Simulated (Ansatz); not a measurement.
The cell is a measured one (Crystallography Open Database entry 9009658); the temperature and pressure of the measurement aren't taken into account, and nothing was relaxed.

A run of Ansatz 0.2.0 printed the following.

```
hamiltonian.pseudopotentials.datasets: crystal makes datasets for this crystal and solves the spheres of its atoms anew in each pass: cutoff 260.0 eV, the density's 1040.0 eV; for an error of 0.50 meV an atom under PBE, 1.0 meV for the cell; an energy difference from a run of another recipe may be off by several times the error for the cell, under r2SCAN by more, where some 0.1 meV an atom stays at smaller errors; Bi in spheres of 1.376 Å, 15 of its electrons in bands
Bi: output.efg is read without spin–orbit coupling, which moves field gradients at and beside such atoms by some per cent and up to a factor of two; PAW files take it under magnetization.noncollinear and magnetization.spin_orbit
Engine: ansatz 0.2.0
Pseudopotentials: kind: all_electron
Pseudopotential: Bi, paw, valence charge 15, recommended cutoff 260 eV (normal), Koelling and Harmon's equation, gaussian nucleus
Functional definition: SPW92
  exchange = slater_x
  correlation = pw_c
Crystal: 2 atoms, lattice volume = 70.766 Å³
Basis set: ecut = 260 eV, 671 PW (Γ)
Bands: 19, of which v1, the nominal top of the filled ones, is band 15 counted from 1 (14 counted from 0)
Symmetry: 12 space group operations
Space group: R-3m (ITA 166), of the structure as read, at distance tolerance 4.1e-5 Å
k-points: 146 of 1331
Non-local potential: Bi, projectors of the file, l = 0: 1, l = 1: 1, l = 2: 2
PAW form: soft (Blöchl's): semilocal exchange-correlation on the pseudo side does not see the compensation charge
PAW one-centre angular grid: Bi, 590 points (default); XC on its mesh's 1809 points in the sphere
Initial density: superposition of atomic densities (neutral atoms: chi_scale 0, normalization atom)
Initial wavefunctions: pseudopotential atomic-orbital guess
Functional: x = slater, c = lda
iter 1 solved again at ethr=3.36e-4 eV; its pass at ethr=1.00e-1 eV (dr2=1.01e-1 eV) is discarded
SCF iter   1: F=—  HF=-1170791.059886 eV  |F-HF|=—  |Δ(HF+E_count)|=         —  Δρ=1.21e-2  dr2=9.28e-2  ethr=3.36e-4  ⟨swp⟩=5.0  Hψ=15527  notcnv=0
preconditioner: auto → none  [insulator: Δε(μ)=0.186 eV  Ē_g=20.118 eV  σ=0.030 eV  W_gap=0.63  n_scr=14 (ndim 8)  ℏωp=24.2 eV  f_vac=0.000  D(μ)=0.22/eV (n_scr^D=0)  ε∞_Penn≈2.4]
SCF iter   2: F=—  HF=-1170791.018531 eV  |F-HF|=—  |Δ(HF+E_count)|=   4.14e-2  Δρ=5.45e-3  dr2=1.73e-2  ethr=3.09e-4  ⟨swp⟩=3.0  Hψ=5832  notcnv=0  defer=3
iter 3 solved again at ethr=3.12e-6 eV; its pass at ethr=5.78e-5 eV (dr2=9.35e-4 eV) is discarded
SCF iter   3: F=—  HF=-1170791.008627 eV  |F-HF|=—  |Δ(HF+E_count)|=   9.90e-3  Δρ=1.01e-3  dr2=9.50e-4  ethr=3.12e-6  ⟨swp⟩=2.0  Hψ=13079  notcnv=0  defer=1
SCF iter   4: F=—  HF=-1170791.008369 eV  |F-HF|=—  |Δ(HF+E_count)|=   2.58e-4  Δρ=6.79e-4  dr2=5.29e-4  ethr=3.12e-6  ⟨swp⟩=3.0  Hψ=7476  notcnv=0
SCF iter   5: F=—  HF=-1170791.008161 eV  |F-HF|=—  |Δ(HF+E_count)|=   2.08e-4  Δρ=7.25e-5  dr2=3.32e-6  ethr=1.76e-6  ⟨swp⟩=3.0  Hψ=5591  notcnv=0
SCF iter   6: F=—  HF=-1170791.008159 eV  |F-HF|=—  |Δ(HF+E_count)|=   1.41e-6  Δρ=4.04e-5  dr2=1.30e-6  ethr=1.11e-8  ⟨swp⟩=3.0  Hψ=7167  notcnv=0
SCF iter   7: F=—  HF=-1170791.008159 eV  |F-HF|=—  |Δ(HF+E_count)|=   7.25e-7  Δρ=6.86e-6  dr2=3.56e-8  ethr=4.32e-9  ⟨swp⟩=3.0  Hψ=5651  notcnv=0
SCF iter   8: F=-1170791.008159 eV  HF=-1170791.008159 eV  |F-HF|=1.16e-9  |Δ(HF+E_count)|=   7.22e-9  Δρ=9.98e-7  dr2=8.86e-10  ethr=1.19e-10  ⟨swp⟩=3.0  Hψ=7160  notcnv=0
SCF 1 converged in 8 iterations: F = -1170791.008159 eV  dr2 = 8.86e-10
  Residual-converged pass: ⟨swp⟩=2.2  Hψ=4965  notcnv=0  max |occ|·‖R‖ = 5.3e-6 eV (tolerance 5.3e-6 eV)  dr2=9.50e-10  dr2_onsite=5.73e-10  max |Δocc| = 8.9e-11
  greatest PAW one-centre occupation: 0.984 electrons in one spin orbital (limit 2), on the Bi atom at site 1 (counted from 0), in its partial waves of l = 2
NSCF: frozen V_eff on 65 k-points
SCF converged after 8 iterations
Free energy (F): -1170791.008159 eV
Harris-Foulkes:  -1170791.008159 eV  (|F-HF|=1.16e-9)
Internal energy: -1170791.007523 eV  (E = F + TS)
E sigma→0 (E₀):  -1170791.007841 eV
Entropy (-TS):   -0.000637 eV (-0.318 meV/atom)
Past the cutoff: the bands carry plane waves up to 1.75 times it, of which those up to 1.5 times it add -0.000357 eV an atom, each by itself; the spheres take 0.000762 eV an atom off the energy for waves past 1.75 times it
By the cutoff:   a pressure is off by up to 0.008 GPa (1.2 times the spheres' own share and the shells' term, over an atom's volume, and 0.004 GPa: a bound that held against runs at twice the plane waves)
Past the cutoffs: a stress includes 0.0004 GPa for waves and charges beyond them, in addition to the slope of what the spheres take
In the spheres:  the bands' charges fall short by 1.2e-6 e at most (sound up to 1e-3)
Fermi energy:    12.877045 eV
--- Per-component energies (eV) ---
  The terms above E_closure are by the made datasets' own strengths, without shells solved beside the bands.
--- Forces (eV/Å), atoms counted from 1 ---
  atom   1  Bi     0.00000000     0.00000000     0.03983002
  atom   2  Bi    -0.00000000    -0.00000000    -0.03983002
  max |Σ_I F_I| component: 9.25e-18 eV/Å
--- Stress (GPa, compression-positive) ---
       -1.884782      -0.000000       0.000000
       -0.000000      -1.884782       0.000000
       -0.000000       0.000000      -1.709535
  P = ⅓ Tr σ = -1.8264 GPa (-18.264 kbar)
--- PAW observables at the nuclei: V_zz in 10²¹ V/m², potentials from the cell's mean, atoms counted from 1 ---
  atom   1  Bi V_zz =    -3.232108   η = 0.0000   by run symmetry: allowed
            electrostatic potential = -17823.585610 V   contact ρ = 17824328.016517 e/Å³
  atom   2  Bi V_zz =    -3.232108   η = 0.0000   by run symmetry: allowed
            electrostatic potential = -17823.585610 V   contact ρ = 17824328.016517 e/Å³
--- Band table (eV; the first three rows and the last of 146) ---
  k-point 0: bands = ["-9.9051", "-9.9051", "-9.7513", "-9.7513", "-9.7341", "-9.5667", "-9.5551", "-9.5551", "-9.4350", "-9.4350", "-0.1871", "5.3409", "11.4436", "11.7070", "11.7070", "15.3875", "15.8419"]
  k-point 1: bands = ["-9.8992", "-9.8975", "-9.7486", "-9.7467", "-9.7302", "-9.5704", "-9.5590", "-9.5577", "-9.4435", "-9.4413", "-0.1102", "5.1645", "11.4825", "11.7005", "11.7031", "15.2611", "15.4657"]
  k-point 2: bands = ["-9.8824", "-9.8751", "-9.7416", "-9.7333", "-9.7181", "-9.5829", "-9.5705", "-9.5640", "-9.4674", "-9.4590", "0.1182", "4.6828", "11.5260", "11.6897", "11.7618", "14.5927", "15.0199"]
  k-point 145: bands = ["-9.8173", "-9.8172", "-9.7171", "-9.7145", "-9.6948", "-9.6024", "-9.5839", "-9.5825", "-9.5336", "-9.5321", "1.0714", "2.9827", "10.8964", "12.0067", "12.4504", "13.4256", "13.9785"]
```

The cell and starting positions:

```
CELL_PARAMETERS angstrom
2.27300 1.31232 3.95400
-2.27300 1.31232 3.95400
0.00000 -2.62463 3.95400
ATOMIC_POSITIONS crystal
Bi 0.23389 0.23389 0.23389
Bi 0.76611 0.76611 0.76611
```

Parts of the input that the log doesn't repeat:

```yaml
  band_path:
    path:
      - [0.0, 0.0, 0.0]
      - [0.5, 0.5, 0.5]
      - [0.7598966753, 0.2401033247, 0.5]
      - [0.5, -0.2401033247, 0.2401033247]
      - [0.5, 0.0, 0.0]
      - [0.0, 0.0, 0.0]
      - [0.3700516624, -0.3700516624, 0.0]
      - [0.6299483376, 0.0, 0.3700516624]
      - [0.5, 0.0, 0.5]
    npoints: 8
output:
  forces: true
  stress: true
  eigenvalues: true
  efg: { contact_densities: true }
```

**Question.** Write the input that produced this log.

**Answer.** 
```yaml
crystal:
  lattice:
    - [2.2729996784, 1.3123169762, 3.954]
    - [-2.2729996784, 1.3123169762, 3.954]
    - [0.0, -2.6246339523, 3.954]
  atoms:
    - { symbol: Bi, position: [0.23389, 0.23389, 0.23389] }
    - { symbol: Bi, position: [0.76611, 0.76611, 0.76611] }
kpoints:
  mp_grid: { grid: [11, 11, 11] }
  band_path:
    path:
      - [0.0, 0.0, 0.0]
      - [0.5, 0.5, 0.5]
      - [0.7598966753, 0.2401033247, 0.5]
      - [0.5, -0.2401033247, 0.2401033247]
      - [0.5, 0.0, 0.0]
      - [0.0, 0.0, 0.0]
      - [0.3700516624, -0.3700516624, 0.0]
      - [0.6299483376, 0.0, 0.3700516624]
      - [0.5, 0.0, 0.5]
    npoints: 8
scf:
  occupations: { method: fermi_dirac, width: 0.03 }
hamiltonian:
  xc: lda
  pseudopotentials: { kind: all_electron, datasets: crystal }
output:
  forces: true
  stress: true
  eigenvalues: true
  efg: { contact_densities: true }
```
This is the input that was run; digits and keys that the log doesn't show could differ in an equivalent one.
